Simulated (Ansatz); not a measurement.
A distorted cell of Sn (beta-Sn type, space group I4_1/amd):

```
CELL_PARAMETERS angstrom
     -5.94700     5.94700     3.21230
      0.00000     0.00000     3.21230
      0.00000     5.94700     0.00000
ATOMIC_POSITIONS crystal
  Sn 0.00000 0.25000 0.47478
  Sn 0.50000 0.25000 0.52522
  Sn 0.00000 0.00000 0.02522
  Sn 0.50000 0.00000 0.97478
```

These are PBE (plane waves to 420 eV, PAW, scalar-relativistic; Ansatz, a quantum-chemistry and plane-wave program) values and carry that method's errors. k mesh 16×16×16 (Γ-centred), Fermi-Dirac smearing 0.05 eV. Compression counts positive. With partly filled bands, energies and forces of such displacements shift with the k mesh and the smearing. Sn was relaxed with its symmetry unable to fall.

Predict the force on every atom, in eV/Å.


```json
[
 {"atom": "Sn1", "Fx": "0.000", "Fy": "1.327", "Fz": "0.225"},
 {"atom": "Sn2", "Fx": "0.000", "Fy": "-1.327", "Fz": "0.225"},
 {"atom": "Sn3", "Fx": "0.000", "Fy": "-1.327", "Fz": "-0.225"},
 {"atom": "Sn4", "Fx": "0.000", "Fy": "1.327", "Fz": "-0.225"}
]
```

Give the stress tensor in GPa and the pressure.


```
   -0.2      0.0      0.0
    0.0      5.7      0.0
    0.0      0.0      0.5
```
The pressure, a third of the trace, is 2.0 GPa.

(For displaced atoms, the force is minus the slope of the energy, and its curvature is a force constant, which sets phonon frequencies.)
